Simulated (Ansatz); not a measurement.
The relaxed structure here is a generated cell of ZrO2: the first start was made by placing the elements on the sites of a structure type, and the end was not matched to a known phase here, so it may be hypothetical. Known forms of ZrO2 include space group No. 14, 137, 225.

One stationary structure of ZrO2. These are r2SCAN (plane waves to 500 eV, PAW, scalar-relativistic; Ansatz, a quantum-chemistry and plane-wave program) values and carry that method's errors.

```xyz
9
Lattice="5.6126 0.0000 0.0000 -2.8063 4.8606 0.0000 0.0000 0.0000 3.2952" Properties=species:S:1:pos:R:3 pbc="T T T"
O      1.4645     0.0000     0.0000
O     -0.7322     1.2683     0.0000
O      2.0741     3.5924     0.0000
O      3.3442     0.0000     1.6476
O     -1.6721     2.8962     1.6476
O      1.1342     1.9644     1.6476
Zr     0.0000     0.0000     1.6476
Zr     0.0000     3.2404     0.0000
Zr     2.8063     1.6202     0.0000
```

Q: Determine the symmetry and give the standard cell with its independent sites.

A: Space group P-62m (No. 189); a = 5.6126 Å, b = 5.6126 Å, c = 3.2952 Å, α = 90.00°, β = 90.00°, γ = 120.00°

| atom | site | symmetry | x | y | z |
|---|---|---|---|---|---|
| O | 3f | m2m | 0.0000 | 0.2609 | 0.0000 |
| O | 3g | m2m | 0.4042 | 0.4042 | 0.5000 |
| Zr | 1b | -62m | 0.0000 | 0.0000 | 0.5000 |
| Zr | 2c | -6.. | 0.3333 | 0.6667 | 0.0000 |

This is the AFLOW prototype A2B_hP9_189_fg_bc (C22, as in Fe2P).

Q: Give the shortest distances between elements (the closest pairs, up to four, under 3.6 Å).

A: O–Zr 2.10 Å; O–O 2.50 Å; Zr–Zr 3.24 Å.

Volume per atom: 9.99 Å³
Band gap: 2.30 eV, direct at Γ (no spin-orbit coupling)

No spin polarisation in the result.

The run could not lose the symmetry of its start; a randomly shaken copy of 9 atoms returns to this structure.
